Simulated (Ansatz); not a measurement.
B6P:
```cif
data_B36P6
_chemical_formula_sum 'B36 P6'
_space_group_name_H-M_alt 'R-3m :H'
_space_group_IT_number 166
_space_group_name_Hall '-R 3 2"'
_cell_length_a 5.97997
_cell_length_b 5.97997
_cell_length_c 11.82841
_cell_angle_alpha 90.000
_cell_angle_beta 90.000
_cell_angle_gamma 120.000
loop_
_atom_site_label
_atom_site_type_symbol
_atom_site_symmetry_multiplicity
_atom_site_Wyckoff_symbol
_atom_site_fract_x
_atom_site_fract_y
_atom_site_fract_z
_atom_site_occupancy
B1 B 18 h 0.15546 0.31092 0.02844 1
B2 B 18 h 0.20918 0.10459 0.11738 1
P1 P 6 c 0.00000 0.00000 0.40513 1
```
(The calculation used a cell of 14 atoms; values per cell refer to that cell.)

Relaxed with r²SCAN. DFT-r²SCAN in the program Ansatz with PAW potentials gives a gap of 2.67 eV.

Q: What gap does HSE06 give on the same cell (Ansatz, PAW)?

A: 3.22 eV, 0.54 eV more. The hybrid was solved on a coarser mesh and at special points; its gap is the smallest among all of these.

| k | v1 r²SCAN | c1 r²SCAN | v1 HSE06 | c1 HSE06 |
|---|---|---|---|---|
| Γ | -0.07 | 4.68 | -0.26 | 5.22 |
| T | 0.00 | 3.24 | ? | ? |
| L | -0.07 | 2.67 | -0.26 | 3.22 |
| F | -0.41 | 3.56 | ? | ? |
| S0 | -0.39 | 3.56 | ? | ? |
| H0 | -0.75 | 3.84 | ? | ? |

Q: Top valence (v1) and lowest conduction level (c1) in eV from each method's valence maximum (which need not be a listed point): supply the withheld HSE06 values.

A: 
- F, v1 HSE06: -0.58
- F, c1 HSE06: 4.05
- T, v1 HSE06: 0.00
- T, c1 HSE06: 3.86
- S0, v1 HSE06: -0.57
- S0, c1 HSE06: 4.09
- H0, v1 HSE06: -0.79
- H0, c1 HSE06: 4.39

Cost on shared cores: the r²SCAN run (SCF on a 6×6×6 mesh, then bands and DOS) around 100 core-seconds (rough), the HSE06 run (SCF on 4×4×4, then a few points) roughly 5 core-minutes; the tasks are unlike.

The workflow started from a Materials Project entry (that database holds measured and hypothetical structures alike); the Crystallography Open Database copy checked does not list it. Whether it is the stable phase at ambient conditions was not checked. The r²SCAN relaxation kept the symmetry of its start; its stability against distortions is not shown here.

Potentials: the later of the program's two PAW sets.
